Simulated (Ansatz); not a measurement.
## Vibrational response of Ir4Rh

Theory: Ansatz, DFT PBE, scalar-relativistic, plane waves, PAW. Plane waves to 420 eV; Γ-centred k mesh 12×12×12; Fermi-Dirac smearing of 0.15 eV. No spin polarisation. Phonons by linear response, acoustic sum rule imposed.

The cell, relaxed at this level:
```yaml
crystal:
  lattice:
    - [-3.05488, 3.05488, 1.93180]
    - [3.05488, -3.05488, 1.93180]
    - [3.05488, 3.05488, -1.93180]
  atoms:
    - { symbol: Ir, position: [0.40091, 0.80037, 0.20127] }
    - { symbol: Ir, position: [0.59909, 0.19963, 0.79873] }
    - { symbol: Ir, position: [0.19963, 0.40091, 0.60054] }
    - { symbol: Ir, position: [0.80037, 0.59909, 0.39946] }
    - { symbol: Rh, position: [0.00000, 0.00000, 0.00000] }
```

The structure comes from a generated guess, relaxed at this level; another structure or a mixture of phases may lie lower. In a metal, frequencies depend on the k mesh and the smearing, soft modes most. Spin–orbit coupling is left out, which matters for heavy elements.

Optical modes at Γ:
```tsv
frequency (cm⁻¹)	degeneracy
144	2
145	1
146	1
149	1
154	2
162	1
163	1
191	1
196	2
```

All 12 optical modes at Γ are real: no displacement of atoms at fixed cell lowers the energy to second order. Strains and modes at other wave vectors aren't tested by this run.
